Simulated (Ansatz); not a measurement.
GaN:
```cif
data_Ga2N2
_chemical_formula_sum 'Ga2 N2'
_space_group_name_H-M_alt 'P 1'
_space_group_IT_number 1
_cell_length_a 3.17476
_cell_length_b 3.17476
_cell_length_c 7.52309
_cell_angle_alpha 90.000
_cell_angle_beta 90.000
_cell_angle_gamma 120.000
loop_
_space_group_symop_operation_xyz
  'x, y, z'
loop_
_atom_site_label
_atom_site_type_symbol
_atom_site_fract_x
_atom_site_fract_y
_atom_site_fract_z
_atom_site_occupancy
Ga1 Ga 0.66667 0.33333 0.25000 1
Ga2 Ga 0.33333 0.66667 0.75000 1
N1 N 0.00000 0.00000 0.75000 1
N2 N 0.00000 0.00000 0.25000 1
```

Relaxed with r²SCAN+D4. 

### Question
HSE06 on this cell (Ansatz, a first-principles code, PAW) gives a gap of 2.30 eV. What does r²SCAN+D4 give?

### Answer
1.45 eV.

Cost on shared cores: the r²SCAN+D4 run (SCF on a 10×10×4 mesh, then bands and DOS) roughly 28 core-seconds, the HSE06 run (SCF on 7×7×3, then a few points) roughly 100 core-seconds; the tasks are unlike.

Space group P6_3/mmc. The workflow started from a Materials Project entry (that database holds measured and hypothetical structures alike); the Crystallography Open Database copy checked does not list it. It is not the phase usual at ambient conditions (space group No. 186, 216). The cell was relaxed with r²SCAN+D4 under the symmetry of its start; phonons on a q-mesh show weakly imaginary modes. Spin–orbit coupling is left out wherever it is not named.

Potentials: the earlier of the program's two PAW sets.

Ansatz is a plane-wave DFT program.
